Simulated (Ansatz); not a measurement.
## Computed properties of B2Ru

B2Ru:
```
B2Ru
1.0
    2.84943     0.00000     0.00000
    0.00000     4.62552     0.00000
    0.00000     0.00000     4.02414
B Ru
4 2
Cartesian
  0.00000   3.71858   1.45890
  0.00000   0.90694   1.45890
  1.42471   3.21970   2.56524
  1.42471   1.40582   2.56524
  0.00000   0.00000   3.41483
  1.42471   2.31276   0.60931
```

Space group Pmmn (No. 59); conventional cell a = 2.849 Å, b = 4.626 Å, c = 4.024 Å, α = β = γ = 90.00°.

Method: plane-wave PAW PBEsol (Ansatz code). Structure relaxed to zero pressure with the same functional. Other levels are named where they apply.

### Cell and energy

```
Item                                                          Result
-----------------------------------------------------  -------------
Volume per atom                                              8.84 Å³
Density                                                   7.68 g/cm³
Formation energy from the elements (no fitted shifts)  -0.32 eV/atom
```

### Electronic structure

```
Item                                                                        Result
------------------------------------  --------------------------------------------
Electronic character                                             metallic (no gap)
Density of states at the Fermi level  0.19 states/eV per atom (mean over ±0.08 eV)
Gap with spin–orbit coupling                                       none (metallic)
```

### Mechanics

```
Quantity                                                                                                                                  Value
--------------------------------------------  -------------------------------------------------------------------------------------------------
Bulk modulus (Birch–Murnaghan fit)                                                                                                      299 GPa
Pressure derivative B′                                                                                                                      4.2
Elastic constants (relaxed ions, GPa)         C11 = 475, C22 = 542, C33 = 744, C12 = 202, C13 = 136, C23 = 160, C44 = 229, C55 = 103, C66 = 180
Mechanical stability                                                                                     stable (all eigenvalues of C positive)
Hill bulk and shear moduli                                                                                                      303 and 177 GPa
Young's modulus                                                                                                                         443 GPa
Poisson's ratio                                                                                                                            0.26
Debye temperature from the elastic constants                                                                                              767 K
```

### Phonons

```
Item                                           Result
-----------------------------  ----------------------
Highest zone-centre frequency               829 cm^-1
Zone-centre stability          no imaginary mode at Γ
```

The first step of the workflow began from a Materials Project structure, measured or hypothetical; the Crystallography Open Database files this formula in space group No. 59, but the cells were not matched. Whether it is the stable phase at ambient conditions was not checked. Symmetry was held in the PBEsol relaxation. No spin polarisation was allowed. As this level gives no gap, shear constants depend on the k-mesh and smearing (Fermi–Dirac, 0.1 eV here). As this level gives no gap, phonon frequencies hold no LO–TO term and depend on the k-mesh and smearing (Fermi–Dirac, 0.1 eV here). The references are the lowest solids computed at this level, not always the standard phases. Scalar-relativistic: spin–orbit coupling is off unless named, which matters more the heavier the elements.

Potentials: the later of the program's two PAW sets.
